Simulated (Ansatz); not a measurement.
input.yaml (Ansatz)

```yaml
crystal:
  lattice:
    - [5.2846716408, 0.0, 0.0]
    - [0.0, 5.2846716408, 0.0]
    - [0.0, 0.0, 5.2846716408]
  atoms:
    - { symbol: As, position: [1.0, 0.0, 1.0] }
    - { symbol: As, position: [0.5, 0.5, 0.5] }
    - { symbol: As, position: [0.25, 1.0, 0.5] }
    - { symbol: As, position: [0.75, 0.0, 0.5] }
    - { symbol: As, position: [0.5, 0.25, 0.0] }
    - { symbol: As, position: [0.5, 0.75, 1.0] }
    - { symbol: As, position: [1.0, 0.5, 0.25] }
    - { symbol: As, position: [0.0, 0.5, 0.75] }
hamiltonian:
  xc: lda
  pseudopotentials:
    kind: paw
    azcp:
      As: "pseudopotentials/As.paw.azcp"
basis:
  ecutwfc: 420
  fft_grid_basis: typed
kpoints:
  mp_grid: { grid: [7, 7, 7], shift: [0, 0, 0] }
magnetization:
  spin_polarized: false
scf:
  occupations: { method: fermi_dirac, width: 0.1 }
```

and its output:

```
Warning: the record states the generating functional pbe (its physics header spells it `PBE`), which answers neither for hamiltonian.xc's functional nor for the lda family's — results may be inconsistent (PPs are generated against a specific XC)
Engine: ansatz 0.2.0, x86_64-unknown-linux-gnu
Pseudopotentials: kind: paw
Pseudopotential: As, paw, valence charge 15, recommended cutoff 420 eV (normal) 
Functional definition: SPW92
  exchange = slater_x
  correlation = pw_c
Crystal: 8 atoms, lattice volume = 147.589 Å³
Basis set: ecut = 420 eV, 2897 PW (Γ)
Bands: 68, of which v1, the nominal top of the filled ones, is band 60 counted from 1 (59 counted from 0)
Symmetry: 48 space group operations
Space group: Pm-3n (ITA 223), of the structure as read, at distance tolerance 5.3e-5 Å
k-points: 20 of 343
Non-local potential: As, projectors of the file, l = 0: 2, l = 1: 2, l = 2: 3, l = 3: 1
PAW form: soft (Blöchl's): semilocal exchange-correlation on the pseudo side does not see the compensation charge
PAW frozen core: As, regenerated for the run's functional, and the local potential with it (the file was generated under x = pbe(κ = 0.804, μ = 0.2195149727645171), c = pbe(β = 0.06672455060314922))
PAW one-centre angular grid: As, 590 points (default); XC on 64 Gauss nodes
Initial density: superposition of atomic densities (neutral atoms: chi_scale 0, normalization atom), corrected by the library's trained network
Initial wavefunctions: pseudopotential atomic-orbital guess
Functional: x = slater, c = lda
SCF iter   1: F=—  HF=-38185.080151 eV  |F-HF|=—  |Δ(HF+E_count)|=         —  Δρ=6.01e-3  dr2=4.63e-2  ethr=1.77e-3  ⟨swp⟩=5.2  Hψ=4609  notcnv=0
SCF iter   2: F=—  HF=-38185.066278 eV  |F-HF|=—  |Δ(HF+E_count)|=   1.39e-2  Δρ=3.52e-3  dr2=1.76e-2  ethr=3.86e-5  ⟨swp⟩=1.0  Hψ=1600  notcnv=0
SCF iter   3: F=—  HF=-38185.059518 eV  |F-HF|=—  |Δ(HF+E_count)|=   6.76e-3  Δρ=6.10e-4  dr2=7.60e-4  ethr=1.47e-5  ⟨swp⟩=2.0  Hψ=1768  notcnv=0
SCF iter   4: F=—  HF=-38185.058849 eV  |F-HF|=—  |Δ(HF+E_count)|=   6.69e-4  Δρ=3.15e-4  dr2=1.27e-4  ethr=6.34e-7  ⟨swp⟩=2.0  Hψ=2527  notcnv=0
SCF iter   5: F=—  HF=-38185.058780 eV  |F-HF|=—  |Δ(HF+E_count)|=   6.85e-5  Δρ=6.34e-5  dr2=4.38e-6  ethr=1.05e-7  ⟨swp⟩=2.5  Hψ=2600  notcnv=0
SCF iter   6: F=—  HF=-38185.058777 eV  |F-HF|=—  |Δ(HF+E_count)|=   2.98e-6  Δρ=2.09e-5  dr2=4.42e-7  ethr=3.65e-9  ⟨swp⟩=2.0  Hψ=2574  notcnv=0
SCF iter   7: F=-38185.058777 eV  HF=-38185.058777 eV  |F-HF|=2.48e-9  |Δ(HF+E_count)|=   1.05e-7  Δρ=6.08e-6  dr2=4.20e-8  ethr=8.33e-11  ⟨swp⟩=3.2  Hψ=3827  notcnv=0
SCF 1 converged in 7 iterations: F = -38185.058777 eV  dr2 = 4.20e-8
SCF converged after 7 iterations
Free energy (F): -38185.058777 eV
Harris-Foulkes:  -38185.058777 eV  (|F-HF|=2.48e-9)
Internal energy: -38184.906355 eV  (E = F + TS)
E sigma→0 (E₀):  -38184.982566 eV
Entropy (-TS):   -0.152423 eV (-19.053 meV/atom)
Fermi energy:    12.830932 eV
--- Per-component energies (eV) ---
  E_band       = -1627.799486
  E_kinetic    = 826.766357
  E_local      = -11507.366391  (includes V_loc(G=0)·N_el)
  E_nonlocal   = -5326.435023
  E_hartree    = 6594.751868
  E_xc         = -635.885068
  E_vxc        = -641.240468  (∫ρ·V_xc dr)
  E_paw        = -14019.538230  (= ΣΔE_a)
  E_vpaw       = 1830.966842  (= ΣTr[D̂ρ^β])
  E_aug_tail   = 0.000083  (compensation charges beyond the density's cutoff)
  E_ewald      = -14133.801791
  E_core_change = 16.601840  (= ΣΔE_core)
  E_smearing   = -0.152423  (= −TS)
  E_closure    = 0.000000  (closes the sum)
  Σ components = -38185.058777   (vs F -38185.058777, Δ=0.00e0)
```
